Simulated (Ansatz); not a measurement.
How HfRu (Pm-3m) stiffens under pressure

```
Hf Ru
1.0
     3.20868    0.00000    0.00000
     0.00000    3.20868    0.00000
     0.00000    0.00000    3.20868
Hf Ru
1 1
Direct
  0.00000 0.00000 0.00000
  0.50000 0.50000 0.50000
```

This is the zero-pressure cell. At each pressure cell and atoms are relaxed in this structure, and the constants are slopes of the stress at strains of ±0.005 with relaxed ions (the coefficients that govern stability under load). Level: PBEsol, PAW on Ansatz 0.2.0's default frozen-core files (fitted under PBE), scalar-relativistic; k mesh 14×14×14, strains of ±0.005, Fermi-Dirac smearing of 0.100 eV, cutoff 420 eV. P is the pressure of the relaxed cell, less that of this one.

```
P (GPa)    V/V₀  C11 (GPa)  C12 (GPa)  C44 (GPa)
   0.00  1.0000      393.3      122.2       85.3
   0.97  0.9955      398.9      125.4       86.7
   1.98  0.9909      404.7      128.9       88.1
   3.99       ?          ?          ?          ?
   6.98  0.9697      432.7      145.5       95.0
   9.96  0.9581      449.1      155.2       98.9
  14.97  0.9400      476.1      171.5      105.4
```

Question: Does the bulk modulus from the constants agree with the pressure-volume curve?

Answer: A third-order Birch-Murnaghan fit to the volumes shown (F against f, f = [(V₀/V)^(2/3) − 1]/2) gives B₀ = 212.6 GPa and B′ = 4.2. Its −V dP/dV stands beside (C11 + 2C12)/3:

| P (GPa) | from P(V) | from the constants |
| --- | --- | --- |
| 0.00 | 212.6 | 212.6 |
| 0.97 | 216.6 | 216.6 |
| 1.98 | 220.8 | 220.8 |
| 6.98 | 241.2 | 241.2 |
| 9.96 | 253.1 | 253.2 |
| 14.97 | 273.0 | 273.0 |

Question: What are the pressure derivatives at zero pressure?

Answer: Slopes at V₀ of quadratic fits in −ln(V/V₀) through the first four rows shown, divided by B₀: dC11/dP = 5.7, dC12/dP = 3.4, dC44/dP = 1.4. The mean slopes up to 2.0 GPa are 5.7, 3.4, 1.4; curvature and scatter of the constants part the two. The combination (dC11/dP + 2 dC12/dP)/3 = 4.2 stands against B′.

Question: Fill the row at 3.99 GPa.

Answer: Cubic fits in −ln(V/V₀) through all rows shown give C11 = 416.1, C12 = 135.6, C44 = 90.9 GPa. Computed: V/V₀ = 0.9821, C11 (GPa) = 416.1, C12 (GPa) = 135.5, C44 (GPa) = 90.9.

Question: Does a shear stiffness soften?

Answer: C44 goes from 85.3 to 105.4 GPa; (C11 − C12)/2 goes from 135.6 to 152.3 GPa. Neither ends more than 3 % under its start, and the lattice stays mechanically stable over this range.

Caveats: no other phase was computed; many crystals of this kind change structure within this range, and rows or crossings beyond such a change describe a metastable lattice; frozen-core PAW files fitted under PBE, their cores solved anew for the functional of the run; responses of metals move with mesh and smearing; no spin-orbit coupling on heavy atoms; phonons weren't checked at these pressures.
